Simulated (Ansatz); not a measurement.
**CaMg3: how the plane-wave cutoff moves the results**

Method: DFT PBEsol, scalar-relativistic, plane waves, PAW in Ansatz 0.2.0.

```xyz
4
Lattice="3.4215 -0.0233 0.0110 -1.7309 2.9565 0.0191 0.0352 0.0907 11.0950" Properties=species:S:1:pos:R:3 pbc="T T T"
Ca   -0.1081    0.0478    5.4790
Mg    0.0950   -0.0275   -0.0953
Mg    1.8299    1.0337    8.3659
Mg    1.6738    1.0298    2.7050
```

The Γ-centred k-mesh is 10×10×4. The occupation rule is Gaussian smearing, 0.1 eV and the spin treatment is unpolarised. The valence charge of the PAW sets is Ca 10, Mg 10.

The atoms are held and the plane-wave cutoff is swept. Energies are extrapolated to zero smearing and count from the reference run, 600 eV. The cell was strained and its atoms displaced at random, so that forces don't vanish. Pressure is positive in compression and holds a correction for the finite cutoff (Pulay stress).

```csv
cutoff (eV),ΔE (meV/atom),P (GPa),largest change of a force component (eV/Å),plane waves at Γ
200,1698,-1.00,0.047,703
250,203,-0.97,0.003,1023
300,19.6,-0.97,0.002,1323
350,1.25,-1.00,0.000,1645
420,0.13,-1.00,0.000,2181
600,0.00,-1.00,0.000,3709
```